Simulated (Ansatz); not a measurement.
Li (bcc, W type)

```xyz
2
Lattice="-3.4348 3.4348 3.4348 0.0000 0.0000 3.4348 0.0000 3.4348 0.0000" Properties=species:S:1:pos:R:3 pbc="T T T"
Li     0.0000     0.0000     0.0000
Li    -1.7174     1.7174     1.7174
```

A phonon eigenvector at H = (0.5, 0.5, 0.5) is frozen into this cell: atom i moves by Q times the vector below, so Q is the largest atomic displacement, in Å. The cell is held. It is one choice among 3 degenerate patterns. (q is in reciprocal vectors of the primitive cell; the cell shown is doubled to hold the pattern.)

```csv
atom,x,y,z
Li1,0.000,0.000,-1.000
Li2,0.000,0.000,1.000
```

Level of theory: PBE (plane waves to 420 eV, PAW, scalar-relativistic; Ansatz, a program for electronic structure). k mesh 19×19×19 (Γ-centred), Fermi-Dirac smearing 0.05 eV. With partly filled bands, energies and forces of such displacements shift with the k mesh and the smearing. Li was relaxed with its symmetry unable to fall. The PAW data are Ansatz's earlier set. 

```tsv
Q (Å)	−dE/dQ from forces (eV/Å)
-0.100	0.550
-0.083	0.461
-0.067	0.370
-0.050	0.279
-0.033	0.186
-0.017	0.093
0.000	0.000
0.017	-0.093
0.033	-0.186
0.050	-0.279
0.067	-0.370
0.083	-0.461
0.100	-0.550
```

Problem. What harmonic wavenumber does the curvature at Q = 0 give?

Solution. 331 cm⁻¹. E″ = 5.59 eV/Å², M = Σ mᵢ|uᵢ|² = 13.9 u, ν̃ = 521.5·√(|E″|/M).

(A displaced cell: forces are minus the slopes of the energy, force constants its curvatures, and phonons follow from these.)
